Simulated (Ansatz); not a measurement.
CoGe₂:
```
CELL_PARAMETERS angstrom
      5.39771    -2.80091     0.00000
      5.39771     2.80091     0.00000
      0.00000     0.00000     5.60499
ATOMIC_POSITIONS crystal
  Co 0.61693 0.61693 0.00000
  Co 0.38307 0.38307 0.00000
  Co 0.88307 0.88307 0.50000
  Co 0.11693 0.11693 0.50000
  Ge 0.65835 0.34165 0.65838
  Ge 0.34165 0.65835 0.34162
  Ge 0.84165 0.15835 0.15838
  Ge 0.15835 0.84165 0.84162
  Ge 0.99820 0.50180 0.75000
  Ge 0.00180 0.49820 0.25000
  Ge 0.50180 0.99820 0.25000
  Ge 0.49820 0.00180 0.75000
```

Relaxed with r²SCAN.

Problem. Tabulate the valence density and the electron localisation function along the shortest Co–Co contact (2.52 Å), DFT-r²SCAN in the program Ansatz with PAW potentials.

Solution. 

```
distance from Co (Å)  density (e/Å³)   ELF
--------------------  --------------  ----
0.25                           31.21  0.95
0.38                           15.84  0.84
0.50                            7.10  0.62
0.63                            3.13  0.39
0.76                            1.44  0.26
0.88                            0.72  0.19
1.01                            0.45  0.18
1.14                            0.36  0.22
1.26                            0.33  0.26
1.39                            0.36  0.22
1.51                            0.45  0.18
1.64                            0.72  0.19
1.77                            1.44  0.26
1.89                            3.13  0.39
2.02                            7.10  0.62
2.15                           15.84  0.84
2.27                           31.21  0.95
```

The density is the valence pseudo-density with augmentation charge, so density and ELF within about 1 Å of a nucleus are not all-electron values.

Space group Cmce. The first step of the workflow began from a Materials Project structure, measured or hypothetical; the Crystallography Open Database copy checked does not list it. Its standing as an ambient phase is unchecked. Symmetry was held in the r²SCAN relaxation; whether a distortion lowers the energy is not shown. The run is not spin-polarised.

Potentials: the later of the program's two PAW sets.
